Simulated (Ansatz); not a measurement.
BaO:
```
CELL_PARAMETERS angstrom
      0.00000     2.74492     2.74492
      2.74492     0.00000     2.74492
      2.74492     2.74492     0.00000
ATOMIC_POSITIONS crystal
  Ba 0.00000 0.00000 0.00000
  O  0.50000 0.50000 0.50000
```

Relaxed with PBEsol. Special points in fractions of this cell's reciprocal vectors: Γ (0.000, 0.000, 0.000); X (0.500, 0.000, 0.500); U (0.625, 0.250, 0.625); K (0.375, 0.375, 0.750); L (0.500, 0.500, 0.500); W (0.500, 0.250, 0.750).

Q: List the band energies nearest the valence-band maximum at these points for plane-wave PAW PBEsol (Ansatz code).

A: In eV from the valence-band maximum; about four levels below and three above (degenerate sets whole), none deeper than 8.9 eV; points with the same levels are listed once.

| k | below | above |
|---|---|---|
| Γ | -0.54 -0.54 -0.54 | 3.53 4.68 4.68 4.68 |
| X | -0.27 -0.27 0.00 | 1.84 6.08 8.39 |
| U | -1.05 -0.86 -0.16 | 3.27 6.35 7.14 |
| L | -2.15 -1.63 -1.63 | 4.92 7.27 7.27 |
| W | -1.49 -0.24 -0.24 | 4.43 4.43 6.98 |

Space group Fm-3m (rock salt). Symmetry was held in the PBEsol relaxation. Spin–orbit coupling is left out wherever it is not named.

Potentials: the later of the program's two PAW sets.
